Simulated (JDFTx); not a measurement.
An input for JDFTx (a modified build) (Ti(0001), CANDLE, water, 1 M KF; bohr, hartree) and the course of its log:

```
lattice \
  5.5477258648 2.7738629324 0.0000000000 \
  0.0000000000 4.8044715411 0.0000000000 \
  0.0000000000 0.0000000000 43.4637008664
coords-type Lattice
ion Ti 0.6666666668 0.6666666668 -0.1513323910 0
ion Ti 0.0000000002 0.0000000002 -0.0504441300 0
ion Ti 0.6666666668 0.6666666668 0.0504441300 0
ion Ti 0.0000000002 0.0000000002 0.1513323910 0
ion-species pseudo/ti_pbe_v1.4.upf
elec-cutoff 20 100
elec-ex-corr gga-PBE
coulomb-interaction Slab 001
coulomb-truncation-embed 0 0 0
kpoint-folding 8 8 1
elec-smearing Fermi 0.01
elec-n-bands 34
target-mu -0.163167
electronic-scf nIterations 100 energyDiffThreshold 1e-07
fluid LinearPCM
pcm-variant CANDLE
fluid-solvent H2O
fluid-cation K+ 1
fluid-anion F- 1
fluid-minimize nIterations 400 knormThreshold 1e-11
wavefunction read f0.wfns
elec-initial-eigenvals f0.eigenvals
elec-initial-fillings read f0.fillings
fluid-initial-state f0.fluidState
dump-name f0_u0.$VAR
dump End State Ecomponents EigStats BandEigs Forces ElecDensity IonicPositions Fillings Kpoints Dtot FluidDebug BoundCharge FluidDensity
```

```
[one cycle in 5 is shown, and the last three; fluid-solver lines are left out]
	FillingsUpdate:  mu: -0.163167000  nElectrons: 44.589890
SCF: Cycle:  0   G: -219.794023795059985   dG: +5.599e+00   |Residual|: 2.280e-01   |deigs|: 4.080e-09
	FillingsUpdate:  mu: -0.163167000  nElectrons: 47.675172
SCF: Cycle:  5   G: -225.359496643562494   dG: -9.272e-02   |Residual|: 2.364e-02   |deigs|: 2.981e-03
	FillingsUpdate:  mu: -0.163167000  nElectrons: 47.631957
SCF: Cycle: 10   G: -225.351639488957261   dG: +1.249e-03   |Residual|: 1.869e-02   |deigs|: 1.956e-05
	FillingsUpdate:  mu: -0.163167000  nElectrons: 47.667801
SCF: Cycle: 15   G: -225.374925653753166   dG: -4.843e-04   |Residual|: 1.341e-02   |deigs|: 7.341e-04
	FillingsUpdate:  mu: -0.163167000  nElectrons: 47.630961
SCF: Cycle: 20   G: -225.381984487718000   dG: -4.241e-02   |Residual|: 1.213e-02   |deigs|: 2.673e-03
	FillingsUpdate:  mu: -0.163167000  nElectrons: 47.613397
SCF: Cycle: 25   G: -225.382295484475662   dG: -3.060e-02   |Residual|: 1.207e-02   |deigs|: 7.061e-04
	FillingsUpdate:  mu: -0.163167000  nElectrons: 47.667980
SCF: Cycle: 30   G: -225.394157962186682   dG: +6.340e-04   |Residual|: 3.342e-03   |deigs|: 9.039e-05
	FillingsUpdate:  mu: -0.163167000  nElectrons: 47.535495
SCF: Cycle: 35   G: -225.386519217242352   dG: +2.346e-03   |Residual|: 9.920e-03   |deigs|: 1.051e-04
	FillingsUpdate:  mu: -0.163167000  nElectrons: 47.661724
SCF: Cycle: 40   G: -225.395192789876802   dG: -5.018e-03   |Residual|: 1.395e-03   |deigs|: 4.568e-04
	FillingsUpdate:  mu: -0.163167000  nElectrons: 47.644068
SCF: Cycle: 45   G: -225.395187969263105   dG: +9.595e-05   |Residual|: 1.195e-03   |deigs|: 6.611e-05
	FillingsUpdate:  mu: -0.163167000  nElectrons: 47.656091
SCF: Cycle: 50   G: -225.395332952809269   dG: -9.603e-07   |Residual|: 8.285e-04   |deigs|: 2.508e-05
	FillingsUpdate:  mu: -0.163167000  nElectrons: 47.665440
SCF: Cycle: 55   G: -225.395293556285111   dG: -4.600e-05   |Residual|: 1.200e-03   |deigs|: 2.383e-05
	FillingsUpdate:  mu: -0.163167000  nElectrons: 47.634872
SCF: Cycle: 60   G: -225.395246327650227   dG: -1.493e-04   |Residual|: 9.482e-04   |deigs|: 4.762e-05
	FillingsUpdate:  mu: -0.163167000  nElectrons: 47.648002
SCF: Cycle: 65   G: -225.395335330746747   dG: +3.096e-06   |Residual|: 2.853e-04   |deigs|: 1.826e-05
	FillingsUpdate:  mu: -0.163167000  nElectrons: 47.643717
SCF: Cycle: 70   G: -225.395337247228468   dG: +5.997e-07   |Residual|: 1.102e-04   |deigs|: 2.318e-06
	FillingsUpdate:  mu: -0.163167000  nElectrons: 47.641382
SCF: Cycle: 75   G: -225.395334288454109   dG: +1.334e-06   |Residual|: 2.189e-04   |deigs|: 4.520e-06
	FillingsUpdate:  mu: -0.163167000  nElectrons: 47.642657
SCF: Cycle: 80   G: -225.395338201472242   dG: +3.432e-07   |Residual|: 7.636e-05   |deigs|: 1.365e-05
	FillingsUpdate:  mu: -0.163167000  nElectrons: 47.646316
SCF: Cycle: 85   G: -225.395333908487430   dG: +4.788e-06   |Residual|: 2.165e-04   |deigs|: 1.741e-05
	FillingsUpdate:  mu: -0.163167000  nElectrons: 47.643071
SCF: Cycle: 90   G: -225.395338676035550   dG: +3.620e-08   |Residual|: 6.516e-05   |deigs|: 3.761e-06
	FillingsUpdate:  mu: -0.163167000  nElectrons: 47.644323
SCF: Cycle: 95   G: -225.395338215944321   dG: +4.721e-07   |Residual|: 8.309e-05   |deigs|: 7.163e-06
	FillingsUpdate:  mu: -0.163167000  nElectrons: 47.644539
SCF: Cycle: 97   G: -225.395337855393564   dG: +1.428e-07   |Residual|: 9.466e-05   |deigs|: 4.626e-07
	FillingsUpdate:  mu: -0.163167000  nElectrons: 47.643998
SCF: Cycle: 98   G: -225.395338290726443   dG: -4.353e-07   |Residual|: 6.502e-05   |deigs|: 3.054e-06
	FillingsUpdate:  mu: -0.163167000  nElectrons: 47.643243
SCF: Cycle: 99   G: -225.395338724864217   dG: -4.341e-07   |Residual|: 1.759e-05   |deigs|: 4.863e-06
SCF: None of the convergence criteria satisfied after 100 iterations.
IonicMinimize: Iter:   0  G: -225.395338724864217  |grad|_K:  0.000e+00
IonicMinimize: Converged (|grad|_K<1.000000e-04).
```

This run gave no converged result. The loop ran out of cycles short of its threshold. It has stalled and not diverged: the last ten energies span 1e-06 Ha, so the total is near its end, but levels, forces and the electron count aren't shown converged.
